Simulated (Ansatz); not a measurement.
Total density of states per atom from DFT-r²SCAN in the program Ansatz with PAW potentials, in 0.25 eV bins, energy from the Fermi level:

(E (eV), states/eV/atom): (-7.85, 0.21); (-7.60, 0.22); (-7.35, 0.22); (-7.10, 0.25); (-6.85, 0.27); (-6.60, 0.29); (-6.35, 0.33); (-6.10, 0.39); (-5.85, 0.52); (-5.60, 0.78); (-5.35, 0.96); (-5.10, 1.06); (-4.85, 1.28); (-4.60, 1.33); (-4.35, 2.87); (-4.10, 1.78); (-3.85, 0.92); (-3.60, 1.23); (-3.35, 1.28); (-3.10, 0.58); (-2.85, 0.34); (-2.60, 0.38); (-2.35, 0.37); (-2.10, 0.38); (-1.85, 0.35); (-1.60, 0.29); (-1.35, 0.32); (-1.10, 0.31); (-0.85, 0.31); (-0.60, 0.40); (-0.35, 0.36); (-0.10, 0.34); (0.15, 0.28); (0.40, 0.27); (0.65, 0.26); (0.90, 0.24); (1.15, 0.25); (1.40, 0.30); (1.65, 0.27); (1.90, 0.31); (2.15, 0.34); (2.40, 0.36); (2.65, 0.42); (2.90, 0.44); (3.15, 0.38); (3.40, 0.38); (3.65, 0.39); (3.90, 0.41); (4.15, 0.39); (4.40, 0.38); (4.65, 0.35)

Pick the material that matches.
A) Al2Cu, I4/mcm (Al on 8h, Cu on 4a)
B) EuCuSb, P6_3/mmc (Eu on 2a, Cu on 2d, Sb on 2c)
C) CuPt, R-3m (Cu on 3a, Pt on 3b)
D) Ce2CuSi3, P-6m2 (Pearson symbol hP6)

A, Al2Cu, I4/mcm (Al on 8h, Cu on 4a). Within 0.5 eV of the Fermi level: Al 3p 57 %, Al 3s 24 %, Cu 3d 9 %, outside the projected shells 6 %. Projections are on Löwdin-orthogonalised atomic valence shells; empty p or d shells of many metals are not among them.

The r²SCAN relaxation kept the symmetry of its start. The run is not spin-polarised.

Potentials: the later of the program's two PAW sets.
